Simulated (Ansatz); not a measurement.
GaN:
```yaml
crystal:
  lattice:
    - [0.00000, 2.24909, 2.24909]
    - [2.24909, 0.00000, 2.24909]
    - [2.24909, 2.24909, 0.00000]
  atoms:
    - { symbol: N, position: [0.75000, 0.75000, 0.75000] }
    - { symbol: Ga, position: [0.00000, 0.00000, 0.00000] }
```

x, y and z are the axes in which the lattice vectors are written.

Q: Give the high-frequency dielectric tensor and the Born effective charge tensors of the independent atoms from DFPT, PBEsol in the plane-wave PAW code Ansatz.

A: 
ε∞:
```
6.01  0.00  0.00
0.00  6.01  0.00
0.00  0.00  6.01
```
Z* of atom 1 (N), rows: field, columns: displacement, in e:
```
-2.66   0.00   0.00
 0.00  -2.66   0.00
 0.00   0.00  -2.66
```
Z* of atom 2 (Ga), rows: field, columns: displacement, in e:
```
2.66  0.00  0.00
0.00  2.66  0.00
0.00  0.00  2.66
```

Space group F-43m (zinc blende). The cell was relaxed with PBEsol under the symmetry of its start. Scalar-relativistic: spin–orbit coupling is off unless named, which matters more the heavier the elements.

Potentials: the later of the program's two PAW sets.
